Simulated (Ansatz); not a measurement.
Values for one crystal, relaxed and computed with PBE in the plane-wave PAW code Ansatz; other levels are named.

| Property | Value |
|---|---|
| Volume per atom | 30.92 Å³ |
| Electronic character | metallic (no gap) |
| Bulk modulus (Birch–Murnaghan fit) | 36.8 GPa |
| Pressure derivative B′ | 2.8 |
| Density of states at the Fermi level | 2.4 states/eV per atom (mean over ±0.08 eV) |
| Gap with spin–orbit coupling | none (metallic) |

**Question.** Pick the material that matches.
A) Ti, diamond
B) Zr, diamond
C) Ga, diamond
D) Al, P-3m1 (Pearson symbol hP11)

**Answer.** B, Zr, diamond

Space group Fd-3m (diamond). The start of the workflow was typed in or built on a structure type; neither database checked (COD, Materials Project) lists it. It is not the phase usual at ambient conditions (space group No. 194). The PBE relaxation kept the symmetry of its start; its stability against distortions is not shown here. No spin polarisation was allowed. The volume moved by -16 % from the start of the relaxation. Spin–orbit coupling is left out wherever it is not named.

Potentials: the earlier of the program's two PAW sets.
